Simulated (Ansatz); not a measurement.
SiO:
```cif
data_O4Si4
_chemical_formula_sum 'Si4 O4'
_space_group_name_H-M_alt 'Pnma'
_space_group_IT_number 62
_space_group_name_Hall '-P 2ac 2n'
_cell_length_a 8.03358
_cell_length_b 2.59999
_cell_length_c 4.50017
_cell_angle_alpha 90.000
_cell_angle_beta 90.000
_cell_angle_gamma 90.000
loop_
_atom_site_label
_atom_site_type_symbol
_atom_site_symmetry_multiplicity
_atom_site_Wyckoff_symbol
_atom_site_fract_x
_atom_site_fract_y
_atom_site_fract_z
_atom_site_occupancy
Si1 Si 4 c 0.12339 0.75000 0.45906 1
O1 O 4 c 0.23495 0.25000 0.64646 1
```

Relaxed at zero pressure with DFT-PBE+D3(BJ) in the program Ansatz with PAW potentials.

The volume is lowered by 3 % and shape and atoms relax at that volume. What pressure results, and how do the axes share the change?

2.2 GPa; a -2.4 %, b -0.4 %, c -0.2 %; the energy rises by 2 meV/atom.

Give the new structure.


Space group Pnma (No. 62); a = 7.8413 Å, b = 2.5902 Å, c = 4.4891 Å, α = 90.00°, β = 90.00°, γ = 90.00°

```
atom  site  symmetry       x       y       z
----  ----  --------  ------  ------  ------
Si      4c       .m.  0.1232  0.7500  0.4407
O       4c       .m.  0.2465  0.2500  0.6119
```

The phase is kept; no other phase was compared at this pressure.

The start of the workflow was typed in or built on a structure type; neither database checked (COD, Materials Project) lists it. Whether it is the stable phase at ambient conditions was not checked. Symmetry was held in the PBE+D3(BJ) relaxation; its stability against distortions is not shown here.

Potentials: the earlier of the program's two PAW sets.
